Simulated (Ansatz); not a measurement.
CsCl (CsCl type)

```yaml
crystal:
  lattice:
    - [4.06865, 0.00000, 0.00000]
    - [0.00000, 4.06865, 0.00000]
    - [0.00000, 0.00000, 4.06865]
  atoms:
    - { symbol: Cs, position: [0.00000, 0.00000, 0.00000] }
    - { symbol: Cl, position: [0.50000, 0.50000, 0.50000] }
```

Grid over V/V₀ and (c/a)/(c/a)₀, subscript 0 meaning the relaxed cell; the conventional c axis lies along z; no internal relaxation.

The numbers are results of PBEsol (plane waves to 420 eV, PAW, scalar-relativistic; Ansatz, an electronic-structure program), not measurements. k mesh 8×8×8 (Γ-centred), Fermi-Dirac smearing 0.05 eV. Compression counts positive. CsCl was relaxed with its symmetry unable to fall.

Changes of σzz (GPa) from the point V/V₀ = 1.000, (c/a)/(c/a)₀ = 1.000 when one coordinate moves alone (two changes are said to add if the coupling is within 5 % of the smaller one, nearly so within 20 %):

```
point                               change
----------------------------------  ------
V/V₀ = 1.000, (c/a)/(c/a)₀ = 0.960   0.788
V/V₀ = 1.000, (c/a)/(c/a)₀ = 0.980   0.386
V/V₀ = 0.960, (c/a)/(c/a)₀ = 1.000   0.840
V/V₀ = 0.980, (c/a)/(c/a)₀ = 1.000   0.394
V/V₀ = 1.020, (c/a)/(c/a)₀ = 1.000  -0.347
V/V₀ = 1.040, (c/a)/(c/a)₀ = 1.000  -0.652
V/V₀ = 1.000, (c/a)/(c/a)₀ = 1.020  -0.376
V/V₀ = 1.000, (c/a)/(c/a)₀ = 1.040  -0.747
```

Task: Do the two effects add at V/V₀ = 1.020, (c/a)/(c/a)₀ = 0.980? Give the computed change.

Result: The sum of the single changes is -0.347 + (0.386) = 0.039; the calculation gives 0.033, so they add (within 5 % of the smaller single change).

Task: Do the two effects add at V/V₀ = 0.960, (c/a)/(c/a)₀ = 0.960? Give the computed change.

Result: The sum of the single changes is 0.840 + (0.788) = 1.628; the calculation gives 1.659, so they add (within 5 % of the smaller single change).

Task: What is the change at V/V₀ = 1.040, (c/a)/(c/a)₀ = 1.020, where both move, and how far is it from the sum?

Result: The sum of the single changes is -0.652 + (-0.376) = -1.028; the calculation gives -1.018, so they add (within 5 % of the smaller single change).

(A scan under strain: stresses follow from slopes of the energy per volume, elastic moduli from its curvatures.)
